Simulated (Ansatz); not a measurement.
ScSnCN in space group P3m1 (No. 156; Sc on 1b, Sn on 1c, C on 1b, N on 1c), the program Ansatz at the PBE level (PAW), all energies at zero smearing, with the estimated change up to a 700 eV cutoff added, with one set of potentials and settings (totals compare only within such a set). Cell of 4 atoms (1 Sc, 1 Sn, 1 C, 1 N): -8796.299 eV.

| element | reference phase | E (eV/atom) |
|---|---|---|
| Sc | P6_3/mmc, 2 atoms in the cell | -2135.8109 |
| Sn | Fd-3m, 2 atoms in the cell | -6024.2887 |
| C | P6_3/mmc, 4 atoms in the cell | -250.9463 |
| N | Pa-3, 8 atoms in the cell | -384.0342 |

Formation energy per atom, worked out: (-8796.299 − 1×(-2135.8109) − 1×(-6024.2887) − 1×(-250.9463) − 1×(-384.0342))/4 = -0.305 eV/atom (-29 kJ per mol of atoms), at 0 K, without zero-point energy or fitted corrections.

The start of the workflow was typed in or built on a structure type; neither database checked (COD, Materials Project) lists it. Its standing as an ambient phase is unchecked. The PBE relaxation kept the symmetry of its start; its stability against distortions is not shown here. The run is not spin-polarised. The references are the lowest solids computed at this level, not always the standard phases (solids in place of the gases). Scalar-relativistic: spin–orbit coupling is off unless named, which matters more the heavier the elements.

Potentials: the earlier of the program's two PAW sets.
